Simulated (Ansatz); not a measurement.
## CdTe: relaxation of cell and atoms

These are results of Ansatz 0.2.0, DFT, PBE, all-electron LAPW, scalar-relativistic, not measurements.

Command: `ansatz run input.yaml --threads 1 --pin off --max-ram 2048MiB --backend cpu --events-out ev --progress --plain --runs-dir out` The run took 48 s on 1 thread of Intel(R) Xeon(R) Platinum 8488C (Sapphire Rapids) (shared host), peak memory 0.38 GiB.

```yaml
crystal:
  lattice:
    - [0.0, 3.205, 3.205]
    - [3.205, 0.0, 3.205]
    - [3.205, 3.205, 0.0]
  atoms:
    - { symbol: Cd, position: [0.0, 0.0, 0.0] }
    - { symbol: Te, position: [0.25, 0.25, 0.25] }
kpoints:
  mp_grid: { grid: [9, 9, 9] }
scf:
  occupations: { method: fermi_dirac, width: 0.05 }
hamiltonian:
  xc: pbe
  pseudopotentials: { kind: all_electron, lapw: { basis_error: 0.001 } }
output:
  forces: true
  stress: true
relax:
  f_tol: 0.005
  max_steps: 80
  cell: {}
```

No spin–orbit coupling, which matters for the heavy atoms here.

The cell comes from COD entry 1010539, which wasn't checked; take it as a given geometry. It differs from other determinations.

Each frame lists the cell vectors (Å), then Cartesian positions (Å); symmetry keeps all forces zero. Free energies count from the first step, -337120.6555 eV.

The walk took 5 evaluations in all; steps that aren't listed are left out.

Step 1: E = 0.0 meV, P = 4.25 GPa

```
cell 0.0000 3.2050 3.2050 3.2050 0.0000 3.2050 3.2050 3.2050 0.0000
Cd    0.0000    0.0000    0.0000
Te    1.6025    1.6025    1.6025
```

Step 2:

```
cell 0.0000 3.3646 3.3646 3.3646 0.0000 3.3646 3.3646 3.3646 0.0000
Cd    0.0000    0.0000    0.0000
Te    1.6823    1.6823    1.6823
```

Step 3: E = -79.9 meV, P = -0.29 GPa

```
cell 0.0000 3.3190 3.3190 3.3190 0.0000 3.3190 3.3190 3.3190 0.0000
Cd    0.0000    0.0000    0.0000
Te    1.6595    1.6595    1.6595
```

**Question.** Give the energy, pressure of step 2.

**Answer.** E = -61.9 meV, P = -1.54 GPa
```
Cd    0.0000    0.0000    0.0000
Te    1.6823    1.6823    1.6823
```

**Question.** How does the relaxation end?

**Answer.** It converges, with a = 6.617 Å, b = 6.617 Å, c = 6.617 Å, α = 90.00°, β = 90.00°, γ = 90.00° (conventional cell, space group F-43m). The last solve (on a basis chosen afresh for the final cell, so its energy is not quite comparable) gives E = -80.5 meV, P = 0.03 GPa:
```
cell 0.0000 3.3086 3.3086 3.3086 0.0000 3.3086 3.3086 3.3086 0.0000
Cd    0.0000    0.0000    0.0000
Te    1.6543    1.6543    1.6543
```
